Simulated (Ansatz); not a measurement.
Theory: DFT PBE, scalar-relativistic, plane waves, PAW in Ansatz 0.2.0. All cells share a 420 eV cutoff and Γ-centred k meshes spaced at most about 0.3 Å⁻¹ (about 0.25 or finer for metals, 2π included). Collinear spin in cells that started with moments and kept them past the coarse steps, no spin elsewhere.

These are static total energies at zero pressure.

Two forms of Sc₂TaF₃ were relaxed alike.

1. (site moments Ta 0.9 μB)

```
CELL_PARAMETERS angstrom
4.20347 0.00000 0.00000
-2.10174 3.64032 0.00000
0.00000 0.00000 7.72208
ATOMIC_POSITIONS crystal
Sc 0.00000 0.00000 0.34247
Sc 0.00000 0.00000 0.65753
Ta 0.00000 0.00000 0.00000
F 0.50000 0.00000 0.50000
F 0.00000 0.50000 0.50000
F 0.50000 0.50000 0.50000
```

2. (site moments Sc 0.7; Ta 2.1 μB)

```
CELL_PARAMETERS angstrom
5.75757 0.00000 0.00000
-2.87878 4.98620 0.00000
0.00000 0.00000 5.72554
ATOMIC_POSITIONS crystal
Sc 0.66667 0.33333 0.50000
Sc 0.33333 0.66667 0.50000
Ta 0.33333 0.66667 0.00000
F 0.14352 0.85648 0.50000
F 0.14352 0.28705 0.50000
F 0.71295 0.85648 0.50000
```

Question: Which form is favoured at zero pressure, and by what margin per atom?

Answer: Cell 2 is lower, by 71 meV/atom. Cell 1 has space group P6/mmm (No. 191), 19.7 Å³/atom and no gap on its mesh; cell 2 has space group P-6m2 (No. 187), 27.4 Å³/atom and no gap. Counting F atoms around Sc and Ta (those within 1.25 times the shortest such distance or 1.15 times the sum of covalent radii; a plus sign parts nearer from farther groups; the shortest distance is added where it is long for a bond; a slash parts the counts of unlike sites), cell 1 has Sc 6, Ta 12+12 from 4.4 Å and cell 2 has Sc 3/6 from 2.9 Å, Ta 6 from 3.4 Å. The lower one is the more open, so pressure narrows the difference. Both come from invented guesses. A third cell relaxed alike, in Cmmm, lies 1.03 eV/atom below the lower of the two.

Spin–orbit coupling, which can matter for Ta, is left out. Another magnetic order may lie lower. Cells relaxed within their symmetry can be saddle points.
